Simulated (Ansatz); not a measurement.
# Property card for MoH2

The calculation used DFT PBE, scalar-relativistic, plane waves, PAW in Ansatz 0.2.0.

Plane waves to 420 eV, a k mesh through Γ of 16×16×18 on the computed 3-atom cell and Gaussian smearing (0.10 eV); no spin polarisation.

The structure is relaxed at this level of theory with its symmetry kept, and needn't be the ground state of this composition.

```
H Mo
1.0
     2.94805    0.00000    0.00000
     0.00000    2.94805    0.00000
     0.00000    0.00000    2.68763
H Mo
2 1
Cartesian
  1.4740 0.0000 1.3438
  0.0000 1.4740 1.3438
  0.0000 0.0000 0.0000
```

| Quantity | Value |
| --- | --- |
| Space group | P4/mmm (No. 123) |
| Volume per atom | 7.79 Å³ |
| Formation energy from the elements' standard states (uncorrected) | +0.361 eV/atom |
| Kohn–Sham band gap | none (metal) |
| Density of states at the Fermi level | 1.6 states/eV per cell |
| Orbital (Löwdin) character within 0.5 eV of the Fermi level | Mo 4d 91 % |
| Bader charge by site (e) | H (2 in the cell) -0.35, Mo (1 in the cell) 0.71 |

The cell was found from a structure generator's guess, not taken from experiment. Löwdin shares on free-atom orbitals overweight diffuse shells.
